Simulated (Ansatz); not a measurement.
**Fields on a plane of As (A7 type, space group R-3m)**

```xyz
2
Lattice="1.8729 1.0813 3.2512 -1.8729 1.0813 3.2512 0.0000 -2.1626 3.2512" Properties=species:S:1:pos:R:3 pbc="T T T"
As     0.0000     0.0000     2.2703
As     0.0000     0.0000     7.4835
```

The slice is a (1 -1 0 2) plane (indices of the conventional cell) through the point (0.233, 0.233, 0.233) (fractional), spanned by u = [1 0 -1] and v = [010] in vectors of this cell: u (3.75 Å) and v (3.90 Å, at 90° to u). It covers one period; positions are fractions (u, v).

Atoms on it: As at (0.00, 0.00); As at (0.50, 0.57), 0.2 Å off the plane. Other atoms lie within 1 Å of the plane.

Computed with PBEsol-D3(BJ) (plane waves to 420 eV, PAW, scalar-relativistic; Ansatz, a first-principles code). k mesh 15×15×15. Inside the PAW spheres the values are not all-electron values, and peaks at nuclei hang on which shells count as valence. As was relaxed with its symmetry unable to fall. The PAW data are Ansatz's earlier set.

```
|xxx*%%#+-::-+#%%*xx|
|xx=#%%%*++++*%%%#=x|
|=+#%@@%%#**#%%@@%#+|
|##%%@@@%####%@@@%%#|
|###%@@@%#**#%@@@%##|
|**#%@@%#+==+#%@@%#*|
|==+#%%%+xxxx+%%%#+=|
|.:-*#%#=xxxx=#%#*-:|
|  :+#%#=xxxx=#%#+: |
|  .=#%%*xxxx*%%#=. |
|  .-*%@%*++*%@%*-. |
|...:+#@@@%%@@@#+:..|
|+=--=*%@@@@@@%*=--=|
|%%#+==*#@@@@#*==+#%|
|@@@#*===*##*===*#@@|
|@@@@#+-::--::-+#@@@|
|*#%@%*=:.  .:=*%@%#|
|xx+%%#+:    :+#%%+x|
|xxx*%#*-.  .-*#%*xx|
|xxx+%%*=:..:=*%%+xx|
```
Scale: ten equal steps from 0.09 (start of ' ') to 0.73 (end of '@'), in the order ' .:-=+*#%@'. Values: electron localisation function (ELF). The map has 19 points along u (one character each, u = 0 at the left) and 20 along v (v = 0 in the bottom row). Points within 0.5 Å of a nucleus are blanked (x), as the pseudised field means little there.

```
|@@%%##++--::::....    ....::::--++##%%|
|####++==--::::............::::--==++##|
|++++==----::::::::::::::::::::----==++|
|--------::::::::::::::::::::::::------|
|::::::::::::----------------::::::::::|
|....::::::::----++****++----::::::::..|
|........::::--++##%%%%##++--::::......|
|    ....::::--**%%@@@@%%**--::::....  |
|      ..::::--**%%@@@@%%**--::::..    |
|      ....::--++##%%%%##++--::....    |
|      ....::--==++****++==--::....    |
|      ....::::----====----::::....    |
|............::::::----::::::..........|
|................::::::::..............|
|::::::::........................::::::|
|------::::....            ....::::----|
|++++==--::....            ....::--==++|
|####++==--::..            ..::--==++##|
|@@%%##++--::..            ..::--++##%%|
|@@@@##++--::....        ....::--++##@@|
```
Scale: ten equal steps from -1.05 (start of ' ') to 1.66 (end of '@'), in the order ' .:-=+*#%@'. Values: log₁₀ of the valence density in e/Å³. The map has 19 points along u (two characters each, u = 0 at the left) and 20 along v (v = 0 in the bottom row). The scale is logarithmic, as a density can span decades between atoms and voids.
